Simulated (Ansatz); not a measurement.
ZnBr2:
```xyz
3
Lattice="1.8692 1.0792 6.2908 -1.8692 1.0792 6.2908 0.0000 -2.1584 6.2908" Properties=species:S:1:pos:R:3 pbc="T T T"
Zn     0.0000     0.0000     0.0000
Br     0.0000     0.0000     4.8173
Br     0.0000     0.0000    14.0551
```

Relaxed with r²SCAN+D4. Special points in fractions of this cell's reciprocal vectors: Γ (0.000, 0.000, 0.000); T (0.500, 0.500, 0.500); H2 (0.814, 0.186, 0.500); H0 (0.500, -0.186, 0.186); L (0.500, 0.000, 0.000); S0 (0.343, -0.343, 0.000); S2 (0.657, 0.000, 0.343); F (0.500, 0.000, 0.500).

Task: List the band energies nearest the valence-band maximum at these points for r²SCAN+D4 with spin–orbit coupling (plane waves, PAW; program Ansatz).

Result: In eV from the valence-band maximum; about four levels below and three above (degenerate sets whole), none deeper than 8.9 eV; points with the same levels are listed once.

```tsv
k	below	above
Γ	-0.22 -0.22 -0.08 -0.08	3.80 3.80 6.08 6.08
T	-0.33 -0.33 0.00 0.00	4.91 4.91 6.16 6.16
H2	-0.82 -0.82 -0.71 -0.71	4.71 4.71 7.54 7.54
L	-1.05 -1.05 -0.45 -0.45	4.21 4.21 7.06 7.06
S0	-0.83 -0.83 -0.72 -0.72	4.73 4.73 7.74 7.74
F	-0.47 -0.47 -0.13 -0.13	3.60 3.60 6.52 6.52
```

Space group R-3m. The workflow started from an entry of the Crystallography Open Database (COD), which files this formula under 2 space groups. Whether it is the stable phase at ambient conditions was not checked. The r²SCAN+D4 relaxation kept the symmetry of its start; its stability against distortions is not shown here.

Potentials: the later of the program's two PAW sets.
